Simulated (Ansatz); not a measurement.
Eigenvalues along a path: ScIn

```yaml
crystal:
  lattice:
    - [3.22163, 0.00000, 0.00000]
    - [0.00000, 3.22163, 0.00000]
    - [0.00000, 0.00000, 4.30747]
  atoms:
    - { symbol: Sc, position: [0.00000, 0.00000, 0.00000] }
    - { symbol: In, position: [0.50000, 0.50000, 0.50000] }
```

The base volume is that of a database entry, with shape and atoms relaxed on PAW files at held volume, so it needn't be at zero pressure; the structure needn't be the stable phase, at rest or compressed.

Level of theory: DFT with PBEsol, scalar-relativistic, in Ansatz 0.2.0; a Γ-centred 11×11×8 k mesh, Fermi–Dirac smearing of 0.05 eV, spin-polarised from start moments Sc1 1 μB. LAPW: all electrons, basis error target 1 meV/atom.

The magnetic state is the one reached from the start moments; other orders weren't searched.

Path points, in fractions of the reciprocal vectors: Γ (0.000, 0.000, 0.000), X (0.000, 0.500, 0.000), M (0.500, 0.500, 0.000), Z (0.000, 0.000, 0.500), R (0.000, 0.500, 0.500), A (0.500, 0.500, 0.500). Levels in eV from the Fermi level, spin up; bands 9 to 19, counted from the lowest band of the run. The gap is zero, the pressure -2.44 GPa.

```
# k(1/Å) point b9 b10 b11 b12 b13 b14 b15 b16 b17 b18 b19
0.000 Γ -14.49 -14.29 -14.09 -14.09 -14.03 -8.69 -0.86 -0.35 -0.09 2.38 2.38
0.139 - -14.48 -14.28 -14.10 -14.09 -14.04 -8.61 -0.80 -0.33 -0.15 2.38 2.48
0.279 - -14.44 -14.25 -14.12 -14.09 -14.06 -8.37 -0.66 -0.34 -0.30 2.40 2.70
0.418 - -14.40 -14.20 -14.16 -14.09 -14.08 -7.96 -0.56 -0.50 -0.46 2.37 2.42
0.557 - -14.37 -14.19 -14.13 -14.12 -14.08 -7.40 -1.26 -0.70 -0.28 2.07 2.44
0.697 - -14.35 -14.23 -14.14 -14.07 -14.07 -6.69 -2.33 -0.87 -0.13 1.83 2.46
0.836 - -14.34 -14.25 -14.16 -14.07 -14.02 -5.87 -3.45 -0.98 -0.02 1.68 2.47
0.975 X -14.34 -14.26 -14.17 -14.07 -14.00 -5.27 -4.16 -1.02 0.02 1.62 2.48
1.114 - -14.32 -14.26 -14.18 -14.08 -14.00 -5.22 -4.07 -0.95 0.11 1.51 2.35
1.254 - -14.26 -14.26 -14.21 -14.11 -13.99 -5.06 -3.79 -0.75 0.36 1.19 2.05
1.393 - -14.26 -14.26 -14.19 -14.15 -13.98 -4.81 -3.35 -0.44 0.71 0.76 1.69
1.532 - -14.31 -14.26 -14.19 -14.11 -13.95 -4.45 -2.78 -0.04 0.24 1.06 1.35
1.672 - -14.36 -14.26 -14.23 -14.07 -13.91 -4.02 -2.11 -0.32 0.38 1.08 1.14
1.811 - -14.39 -14.26 -14.25 -14.05 -13.86 -3.60 -1.44 -0.84 0.72 0.82 0.92
1.950 M -14.40 -14.26 -14.26 -14.04 -13.84 -3.40 -1.07 -1.07 0.55 0.86 0.86
2.147 - -14.38 -14.26 -14.25 -14.05 -13.88 -3.86 -1.28 -0.96 0.65 0.92 1.01
2.344 - -14.32 -14.23 -14.22 -14.08 -13.98 -4.98 -1.13 -0.67 0.21 1.10 1.40
2.541 - -14.24 -14.20 -14.19 -14.12 -14.12 -6.21 -0.63 -0.36 -0.16 1.37 1.41
2.738 - -14.26 -14.18 -14.16 -14.15 -14.15 -7.26 -0.35 -0.29 -0.22 1.49 1.70
2.935 - -14.38 -14.23 -14.12 -14.12 -14.09 -8.05 -0.47 -0.33 -0.25 2.03 2.15
3.132 - -14.46 -14.27 -14.10 -14.10 -14.05 -8.53 -0.75 -0.32 -0.19 2.28 2.68
3.329 Γ -14.49 -14.29 -14.09 -14.09 -14.03 -8.69 -0.86 -0.35 -0.09 2.38 2.38
3.434 - -14.49 -14.28 -14.09 -14.09 -14.03 -8.65 -1.27 -0.35 0.20 2.33 2.33
3.538 - -14.49 -14.28 -14.09 -14.09 -14.03 -8.53 -1.99 -0.35 0.57 2.20 2.20
3.642 - -14.49 -14.27 -14.09 -14.09 -14.03 -8.32 -2.76 -0.34 0.86 2.03 2.03
3.746 - -14.49 -14.26 -14.09 -14.09 -14.03 -8.06 -3.50 -0.34 1.07 1.87 1.87
3.850 - -14.49 -14.25 -14.09 -14.09 -14.03 -7.76 -4.15 -0.34 1.21 1.74 1.74
3.955 - -14.48 -14.24 -14.09 -14.09 -14.03 -7.49 -4.64 -0.34 1.30 1.65 1.65
4.059 Z -14.48 -14.24 -14.09 -14.09 -14.03 -7.38 -4.82 -0.34 1.33 1.63 1.63
4.198 - -14.47 -14.23 -14.10 -14.09 -14.04 -7.32 -4.73 -0.30 1.36 1.48 1.66
4.337 - -14.44 -14.21 -14.13 -14.09 -14.06 -7.14 -4.45 -0.19 1.06 1.46 1.76
4.477 - -14.40 -14.18 -14.16 -14.09 -14.09 -6.85 -4.00 -0.06 0.38 1.61 1.91
4.616 - -14.37 -14.22 -14.12 -14.10 -14.09 -6.43 -3.41 -0.50 0.00 1.80 2.08
4.755 - -14.35 -14.27 -14.15 -14.08 -14.03 -5.92 -2.73 -1.44 -0.10 1.96 2.11
4.895 - -14.33 -14.29 -14.17 -14.08 -13.99 -5.39 -2.27 -2.02 -0.43 1.98 2.06
5.034 R -14.33 -14.30 -14.18 -14.08 -13.97 -5.12 -2.65 -1.59 -0.74 1.93 2.09
5.173 - -14.31 -14.30 -14.19 -14.09 -13.97 -5.06 -2.61 -1.60 -0.62 1.98 2.10
5.312 - -14.29 -14.25 -14.21 -14.12 -13.96 -4.85 -2.51 -1.66 -0.27 2.12 2.13
5.452 - -14.28 -14.25 -14.16 -14.15 -13.95 -4.50 -2.38 -1.74 0.29 2.17 2.37
5.591 - -14.30 -14.27 -14.19 -14.08 -13.94 -4.00 -2.24 -1.85 1.04 1.94 2.22
5.730 - -14.34 -14.26 -14.22 -14.02 -13.90 -3.36 -2.13 -1.95 0.86 1.91 2.26
5.870 - -14.36 -14.25 -14.24 -13.99 -13.86 -2.61 -2.07 -2.02 -0.24 2.29 2.84
6.009 A -14.37 -14.25 -14.25 -13.99 -13.84 -2.05 -2.05 -2.04 -0.92 2.31 3.66
6.206 - -14.35 -14.25 -14.24 -14.00 -13.88 -3.06 -2.00 -1.89 0.14 2.28 2.68
6.403 - -14.30 -14.23 -14.22 -14.03 -13.98 -4.34 -2.03 -1.44 1.55 1.79 1.92
6.600 - -14.23 -14.21 -14.19 -14.12 -14.07 -5.44 -2.48 -0.75 1.04 1.59 1.94
6.797 - -14.26 -14.18 -14.16 -14.15 -14.12 -6.30 -3.30 0.06 0.44 1.75 1.81
6.994 - -14.38 -14.19 -14.14 -14.12 -14.09 -6.90 -4.09 0.01 0.85 1.57 1.65
7.191 - -14.46 -14.23 -14.10 -14.10 -14.04 -7.26 -4.63 -0.25 1.39 1.42 1.63
7.388 Z -14.48 -14.24 -14.09 -14.09 -14.03 -7.38 -4.82 -0.34 1.33 1.63 1.63
```
